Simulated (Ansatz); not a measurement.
PtS2:
```xyz
3
Lattice="3.5508 0.0000 0.0000 -1.7754 3.0751 0.0000 0.0000 0.0000 5.2027" Properties=species:S:1:pos:R:3 pbc="T T T"
Pt     0.0000     0.0000     0.0000
S      0.0000     2.0501     1.2256
S      1.7754     1.0250     3.9771
```

x, y and z are the axes in which the lattice vectors are written.

### Question
Give the high-frequency dielectric tensor and the Born effective charge tensors of the independent atoms from DFPT, DFT-r²SCAN+D4 in the program Ansatz with PAW potentials.

### Answer

ε∞:
```
16.6  0.00  0.00
0.00  16.6  0.00
0.00  0.00  8.99
```
Z* of atom 1 (Pt), rows: field, columns: displacement, in e:
```
 3.12   0.00   0.00
 0.00   3.12   0.00
 0.00   0.00  -0.14
```
Z* of atom 2 (S), rows: field, columns: displacement, in e:
```
-1.56   0.00   0.00
 0.00  -1.56   0.00
 0.00   0.00   0.07
```

Static charges for comparison (Bader): Pt1 +0.53, S2 -0.27 e. Born charges measure polarisation by displacement and can exceed these by far.

Space group P-3m1 (CdI2 type). Symmetry was held in the r²SCAN+D4 relaxation; phonons on a q-mesh show no instability. The run is not spin-polarised. Spin–orbit coupling is left out wherever it is not named.

Potentials: the later of the program's two PAW sets.
